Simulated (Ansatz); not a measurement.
SrTiO3 (cubic perovskite, space group No. 221) at seven volumes, LDA in the plane-wave PAW code Ansatz, scaled uniformly. One row is withheld.

| V (Å³/atom) | P (GPa) |
|---|---|
| 10.420 | 23.37 |
| 10.764 | ? |
| 11.107 | 6.57 |
| 11.451 | -0.01 |
| 11.794 | -5.60 |
| 12.138 | -10.36 |
| 12.481 | -14.41 |

Q: Fit the shown pressures and predict the withheld one.

A: P = (3/2)B₀(x^(7/2) − x^(5/2))[1 + (3/4)(B′ − 4)(x − 1)] with x = (V₀/V)^(2/3). Least squares on the six rows gives V₀ = 11.450 Å³/atom, B₀ = 202 GPa, B′ = 4.36. At V = 10.764, x = 1.0420 and P = 14.28 GPa. The run itself gave 14.29 GPa.

Space group Pm-3m (cubic perovskite). Symmetry was held in the LDA relaxation. At this level the phase is dynamically unstable (imaginary phonons). The run is not spin-polarised.

Potentials: the later of the program's two PAW sets.
